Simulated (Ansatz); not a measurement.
Computed properties of NaCl3

NaCl$_{3}$ (A15 (Cr3Si type), Pm-3n), a = b = c = 5.3852 Å, α = β = γ = 90.00°.

Space group Pm-3n (No. 223), A15 (Cr3Si type); conventional cell a = b = c = 5.3852 Å, α = β = γ = 90.00°.

Method: PBEsol (plane waves, PAW; program Ansatz). Structure relaxed to zero pressure with the same functional. Other levels are named where they apply.

### Cell and energy

```
Quantity                                                       Value
-----------------------------------------------------  -------------
Volume per atom                                             19.52 Å³
Density                                                   2.75 g/cm³
Formation energy from the elements (no fitted shifts)  -0.65 eV/atom
```

### Electronic structure

```
Property                                                                     Value
------------------------------------  --------------------------------------------
Electronic character                                             metallic (no gap)
Density of states at the Fermi level  0.80 states/eV per atom (mean over ±0.08 eV)
```

### Mechanics

```
Quantity                                                                Value
-------------------------------------  --------------------------------------
Bulk modulus (Birch–Murnaghan fit)                                   37.3 GPa
Pressure derivative B′                                                    5.0
Elastic constants (relaxed ions, GPa)      C11 = 36.4, C12 = 37.6, C44 = 14.5
Mechanical stability                   unstable (C has a negative eigenvalue)
```

### Phonons

```
Quantity                                                Result
-----------------------------  -------------------------------
Highest zone-centre frequency                         186 cm⁻¹
Zone-centre stability          unstable, softest mode 31i cm⁻¹
```

The workflow started from a Materials Project entry (that database holds measured and hypothetical structures alike); the Crystallography Open Database copy checked does not list it. Whether it is the stable phase at ambient conditions was not checked. The cell was relaxed with PBEsol under the symmetry of its start. As this level gives no gap, shear constants depend on the k-mesh and smearing (Fermi–Dirac, 0.1 eV here). As this level gives no gap, phonon frequencies hold no LO–TO term and depend on the k-mesh and smearing (Fermi–Dirac, 0.1 eV here). The references are the lowest solids computed at this level, not always the standard phases (solids in place of the gases).

Potentials: the later of the program's two PAW sets.
